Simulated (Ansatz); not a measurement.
# Find the missing element

Cell vectors (Å):

```
0.0000 3.0208 3.0208
3.0208 0.0000 3.0208
3.0208 3.0208 0.0000
```

| atom | a | b | c |
| --- | --- | --- | --- |
| X | 0.0000 | 0.0000 | 0.0000 |
| Se | 0.5000 | 0.5000 | 0.5000 |

All numbers below come from LDA, PAW on Ansatz 0.2.0's default frozen-core files (fitted under PBE), scalar-relativistic. k mesh 12×12×12, strains of ±0.003, Fermi-Dirac smearing of 0.050 eV.

Elastic constants of a crystal by Kohn-Sham DFT: slopes of the stress over finite engineering strains of the given cell, Voigt indices, Cartesian axes as in the cell vectors.

```
index  elastic (GPa)
   11          150.6
   12           11.7
   44           17.6
```

**Question.** All X atoms are one element. Which one was computed?

**Answer.** Pb; the crystal is PbSe (Fm-3m).

Limits of these numbers: frozen-core PAW files fitted under PBE, their cores solved anew for the functional of the run; the gap is closed or tiny at this level, so small that the run used smearing; responses move with mesh and smearing; the softest shear constant rests on one k mesh, and a soft shear can herald a distortion on cooling; no spin-orbit coupling on heavy atoms.
